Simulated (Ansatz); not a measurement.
Two-dimensional strain map in VPt

Method: Ansatz, DFT r2SCAN, scalar-relativistic, plane waves, PAW. The runs took a 500 eV cutoff, a Γ-centred 18×18×12 mesh and Gaussian smearing (0.15 eV). Spin–orbit coupling is left out, which matters for the heavy elements here. Collinear spins, started from moments 0.2, 0.0 μB in atom order; the magnetic state may not be the lowest. Energies are free energies at this smearing, counted from the undisturbed cell; pressure is positive in compression.

Zero of the scan (as given, not relaxed at this level; it stands at -1.5 GPa, and it needn't be the usual structure):

```
V Pt
1.0
     2.69408    0.00000    0.00000
     0.00000    2.69408    0.00000
     0.00000    0.00000    3.88000
V Pt
1 1
Direct
  0.50000 0.50000 0.50000
  0.00000 0.00000 0.00000
```

The cell is strained by p along both x and y and by q along z, fractional coordinates fixed. Points are written (p, q).

Energy above the undisturbed cell in meV/atom (a dash: not computed):

```
 p \ q  -0.050  0.000  0.050
-0.050   287.5  142.8  118.4
 0.000    51.5    0.0   46.3
 0.050    98.0  112.3      –
```

Pressure in GPa:

```
 p \ q  -0.050  0.000  0.050
-0.050    55.1   33.0   16.8
 0.000    13.4   -1.5  -12.1
 0.050    -2.4  -13.0      –
```

Cost: 8 runs of about 20 core-minutes in all, on Oxide Virtual Turin-like Processor (Zen 5) (shared hosts).